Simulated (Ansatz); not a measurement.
ZnS:
```xyz
2
Lattice="-1.7824 1.7824 2.5202 1.7824 -1.7824 2.5202 1.7824 1.7824 -2.5202" Properties=species:S:1:pos:R:3 pbc="T T T"
Zn     0.0000     0.0000     0.0000
S      0.0000     0.0000     2.5202
```

Relaxed with r²SCAN+D4. Special points in fractions of this cell's reciprocal vectors: Γ (0.000, 0.000, 0.000); X (0.000, 0.000, 0.500); P (0.250, 0.250, 0.250); N (0.000, 0.500, 0.000); M (0.500, 0.500, -0.500); S (0.375, 0.625, -0.375); S0 (-0.375, 0.375, 0.375); R (-0.250, 0.250, 0.500); G (0.500, 0.500, -0.250).

**Question.** List the band energies nearest the valence-band maximum at these points for DFT-r²SCAN+D4 in the program Ansatz with PAW potentials.

**Answer.** In eV from the valence-band maximum; about four levels below and three above (degenerate sets whole), none deeper than 8.9 eV; … stands for higher levels left out; points with the same levels are listed once.

| k | below | above |
|---|---|---|
| Γ | -6.54 -6.54 -6.54 -0.67 -0.66 -0.66 | 2.77 … |
| X | -5.85 -5.54 -2.71 -2.70 | 0.13 5.75 … |
| P | -5.98 -4.17 -4.17 -3.64 | 3.99 7.46 … |
| N | -6.37 -6.37 -5.57 -0.11 -0.11 | 4.43 … |
| M | -5.85 -5.54 -2.71 -2.71 | 0.13 5.74 … |
| S | -6.11 -4.71 -4.41 -1.84 | 2.22 7.43 … |

Space group Fm-3m (rock salt). This is a known high-pressure phase of the composition, computed here at zero pressure and temperature. The r²SCAN+D4 relaxation kept the symmetry of its start; its stability against distortions is not shown here. Point labels and valley counts follow the cell and symmetry of the run, lower than the named group.

Potentials: the earlier of the program's two PAW sets.
